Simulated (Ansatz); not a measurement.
B₆P in space group R-3m (No. 166; B on 18h, B on 18h, P on 6c), the program Ansatz at the PBEsol level (PAW), all energies at zero smearing, with the estimated change up to a 700 eV cutoff added, with one set of potentials and settings (totals compare only within such a set). Cell of 14 atoms (12 B, 2 P): -3316.186 eV.

```
element             reference phase  E (eV/atom)
-------  --------------------------  -----------
B        R-3m, 12 atoms in the cell    -152.6698
P         Cmce, 4 atoms in the cell    -740.0371
```

Formation energy per atom, worked out: (-3316.186 − 12×(-152.6698) − 2×(-740.0371))/14 = -0.291 eV/atom (-28 kJ per mol of atoms), at 0 K, without zero-point energy or fitted corrections.

The workflow started from a Materials Project entry (that database holds measured and hypothetical structures alike); the Crystallography Open Database copy checked does not list it. Its standing as an ambient phase is unchecked. Symmetry was held in the PBEsol relaxation; its stability against distortions is not shown here. The references are the lowest solids computed at this level, not always the standard phases.

Potentials: the later of the program's two PAW sets.
